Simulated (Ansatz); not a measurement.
A: TiC (rock salt), a = b = c = 4.2933 Å, α = β = γ = 90.00°
B: Cu₂O (cuprite type, space group Pn-3m), a = 4.2224 Å, b = 4.2224 Å, c = 4.2224 Å, α = 90.00°, β = 90.00°, γ = 90.00°
C: AgBr (rock salt), a = b = c = 5.6739 Å, α = β = γ = 90.00°
D: CoSi2 (fluorite type, space group Fm-3m), a = b = c = 5.3122 Å, α = β = γ = 90.00°

Scan: energy against volume (even scaling of the relaxed cell, symmetry kept). All come from one method, each on a k mesh of its own. All were relaxed with their symmetry unable to fall. CoSi2 is run without spin polarisation. Cu2O is run without spin polarisation. TiC is run without spin polarisation.

Task: Order them by bulk modulus (fitted) (highest first) at the level PBEsol (plane waves to 420 eV, PAW, scalar-relativistic; Ansatz, a program for electronic structure).

Result: A (267 GPa), D (193 GPa), B (131 GPa), C (52.3 GPa)

(A scan under strain: stresses follow from slopes of the energy per volume, elastic moduli from its curvatures.)
